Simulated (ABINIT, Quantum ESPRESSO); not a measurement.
This is a calculation of MgTiF4 for ABINIT 10.8.3 (patched build). The cell comes from a database or a generator and needn't be the stable form of this composition.

The input run.abi:

```
# Pseudopotentials
pp_dirpath "./"
pseudos "Ti.GGA_PBE-JTH.xml, Mg.GGA_PBE-JTH.xml, F.GGA_PBE-JTH.xml"

# Structure
structure "poscar:POSCAR"
natom 6

# Plane-wave basis
ecut 625.861884 eV
pawecutdg 45.0
pawxcdev 0

# k points
kptopt 1
ngkpt 7 7 5
nshiftk 1
shiftk 0.0 0.0 0.0

# Exchange and correlation
ixc 11

# Bands and occupations
nband 30
occopt 3
tsmear 0.00183747

# SCF cycle
nstep 100
tolvrs 1.0e-9

# Output
iomode 3
prtwf 0
prtden 0
prteig 0
prtebands 0
enunit 2
```

Contents of POSCAR:

```
MgTiF4
1.0
    3.6030380000      0.0000000000      0.0000000000
    0.0000000000      3.6030380000      0.0000000000
    0.0000000000      0.0000000000      5.1133740000
Ti Mg F
1 1 4
Direct
    0.5000000000      0.5000000000      0.0000000000  Ti
    0.0000000000      0.0000000000      0.5000000000  Mg
    0.0000000000      0.5000000000      0.2552090000  F
    0.0000000000      0.5000000000      0.7447910000  F
    0.5000000000      0.0000000000      0.7447910000  F
    0.5000000000      0.0000000000      0.2552090000  F
```

Potentials or basis: JTH PAW PBE v2.0.

Run with:

```bash
$ abinit run.abi > log 2>&1
```

Q: What does the same run look like in Quantum ESPRESSO 7.5? Potentials or basis there: SSSP 1.3 efficiency PBE, cutoff 748 eV.

A: As run (cutoffs and basis follow the program's own potentials, and thresholds, step limits or extra output files can differ):

File pw.in:

```
&CONTROL
  calculation = 'scf'
  prefix = 'pwscf'
  outdir = './tmp'
  pseudo_dir = './pseudo'
  tprnfor = .true.
  tstress = .true.
  disk_io = 'nowf'
/
&SYSTEM
  ibrav = 0
  nat = 6
  ntyp = 3
  ecutwfc = 55
  ecutrho = 440
  nbnd = 30
  occupations = 'smearing'
  smearing = 'fd'
  degauss = 0.00367493
/
&ELECTRONS
  conv_thr = 1.2d-09
  electron_maxstep = 120
  mixing_beta = 0.5
/
ATOMIC_SPECIES
Ti    47.8670 ti_pbe_v1.4.uspp.F.UPF
Mg    24.3050 Mg.pbe-n-kjpaw_psl.0.3.0.UPF
F     18.9984 f_pbe_v1.4.uspp.F.UPF
CELL_PARAMETERS angstrom
   3.6030380000    0.0000000000    0.0000000000
   0.0000000000    3.6030380000    0.0000000000
   0.0000000000    0.0000000000    5.1133740000
ATOMIC_POSITIONS crystal
Ti     0.5000000000    0.5000000000    0.0000000000
Mg     0.0000000000    0.0000000000    0.5000000000
F      0.0000000000    0.5000000000    0.2552090000
F      0.0000000000    0.5000000000    0.7447910000
F      0.5000000000    0.0000000000    0.7447910000
F      0.5000000000    0.0000000000    0.2552090000
K_POINTS automatic
7 7 5 0 0 0
```

Potentials or basis: SSSP 1.3 efficiency PBE.

Command:

```sh
$ OMP_NUM_THREADS=1 pw.x -in pw.in > pw.out
```

Both were run:

|  | ABINIT | Quantum ESPRESSO |
| --- | --- | --- |
| Pressure | -1.3 GPa | -1.7 GPa |
| Largest force | 0.324 eV/Å | 0.347 eV/Å |

The potentials hold 50 and 42 valence electrons a cell.

Pressure is positive in compression.
